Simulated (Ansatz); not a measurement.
**SnBrCl₃ (P4mm) at 3 levels of theory**

One geometry, relaxed with PBE; plane waves with PAW potentials in Ansatz, scalar-relativistic. No spin polarisation. Gaps are the least over mesh and band path; pressure is positive in compression, and isn't given for hybrids.

```xyz
5
Lattice="4.8758 0.0000 0.0000 0.0000 4.8758 0.0000 0.0000 0.0000 8.0715" Properties=species:S:1:pos:R:3 pbc="T T T"
Sn    2.4379    2.4379    3.5356
Br    0.0000    0.0000    7.4983
Cl    2.4379    0.0000    2.3491
Cl    0.0000    2.4379    2.3491
Cl    0.0000    0.0000    5.3198
```

```tsv
level	cutoff (eV)	k mesh	gap (eV)	pressure (GPa)
PBE	420	6×6×4	1.65	0.0
r2SCAN	500	6×6×4	1.90	-0.9
HSE06	420	4×4×2	2.71	-
```

The cell holds layers, chains or molecules and no dispersion correction was added, so their binding is poorly described.

It was reached by relaxing an invented guess, and it needn't be the stable form of this composition.
